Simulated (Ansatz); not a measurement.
## TiRe: energy along a strain

TiRe, Pm-3m, a = 3.118 Å (as given, not relaxed at this level: -7.6 GPa). The structure is a COD entry; whether it is the stable form wasn't checked. Ansatz: PBEsol, PAW, 420 eV, Γ-centred 16×16×16 mesh on 2 atoms, Gaussian smearing 0.15 eV; no spin polarisation. Cell vectors (Å): 3.118 0.000 0.000; 0.000 3.118 0.000; 0.000 0.000 3.118. The cell is strained by x per cent times the pattern (1 1 0 0 0 0) in the order xx yy zz yz xz xy (engineering shears), with fractional coordinates held. y is the free energy over the start, V0 = 15.156 Å³/atom.

| x (%) | y (meV/atom) |
| --- | --- |
| -4.00 | ? |
| -3.00 | 2.31 |
| -2.00 | -9.17 |
| -1.00 | -9.64 |
| 0.00 | 0.00 |
| 1.00 | 18.92 |
| 2.00 | 46.36 |
| 3.00 | 81.61 |
| 3.50 | 101.97 |
| 4.00 | 124.04 |

**Question.** Fit y = c1 x + c2 x² + c3 x³ to the other rows, get the stiffness along the pattern, and predict the missing energy.

**Answer.** Least squares on the rows shown. y = 14.374 x + 4.6625 x² − 0.12662 x³. The clamped-ion stiffness p·C·p = 2 × 46.62 eV × 160.2 / 15.156 Å³ = 986 GPa (second derivative at the start, which stands under stress). At x = -4.00 the fit asked for gives 25.21 meV/atom. The run gave 25.75 meV/atom, so the fit is 0.54 meV/atom too low, 0.4 % of the span of the series, against an rms of 0.05 meV/atom on the fitted rows. The row lies outside the fitted range. With a term in x⁴ added, a fit to the same known rows predicts 25.75 meV/atom, so most of the miss is curvature that the known rows already hold.

Spin–orbit coupling is left out, which can shift energies with elements as heavy as these.